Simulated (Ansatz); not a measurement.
## BaSi₃ (AuCu3-type structure)

Level of theory: DFT, PBE, scalar-relativistic, no spin polarisation; plane waves to 420 eV with PAW datasets (Ansatz 0.2.0), Γ-centred 6×6×3 mesh, 0.05 eV Gaussian smearing; PAW files: Ansatz's generated set soft_2.

```
CELL_PARAMETERS angstrom
4.48722 0.00000 0.00000
0.00000 4.48722 0.00000
0.00000 0.00000 8.97444
ATOMIC_POSITIONS crystal
Ba 0.00000 0.00000 0.00000
Si 0.00000 0.50000 0.25000
Si 0.50000 0.50000 0.00000
Si 0.50000 0.00000 0.25000
Ba 0.00000 0.00000 0.50000
Si 0.00000 0.50000 0.75000
Si 0.50000 0.50000 0.50000
Si 0.50000 0.00000 0.75000
```

The structure was built from a prototype; whether the compound forms in it isn't claimed.

The cell above (space group Pm-3m at a tolerance of 0.05 Å) comes from a relaxation within its symmetry on a finer mesh. All atoms were then moved at random (spread 0.05 Å) and the cell was relaxed without symmetry.

Problem. Does the structure survive?

Solution. It doesn't stay. The energy falls by 509.7 meV/atom and the symmetry goes from Pm-3m to P2_1 (No. 4, tolerance 0.05 Å), with a volume change of 6.7 %. It stays metallic.

The relaxed cell:

```xyz
8
Lattice="3.9148 -0.0090 -0.0007 -0.0090 4.1115 0.0005 -0.0014 0.0009 11.9760" Properties=species:S:1:pos:R:3 pbc="T T T"
Ba   -0.0352    0.1588    0.5109
Si   -0.0360    2.3206    3.2466
Si    1.9170    2.2340   -1.2116
Si    1.9125   -0.1210    3.3421
Ba   -0.0142   -0.1620    6.5001
Si   -0.0219    1.7861    9.2346
Si    1.9385    1.8657    4.7766
Si    1.9558    0.1098    9.3306
```

Conventional cell at that tolerance: a = 3.91 Å, b = 11.98 Å, c = 4.11 Å, α = 90.00°, β = 90.26°, γ = 90.00°.

Scalar-relativistic only: spin–orbit splittings of the heavy atoms' levels are missing. The k-mesh is coarse, so small energy differences aren't converged.
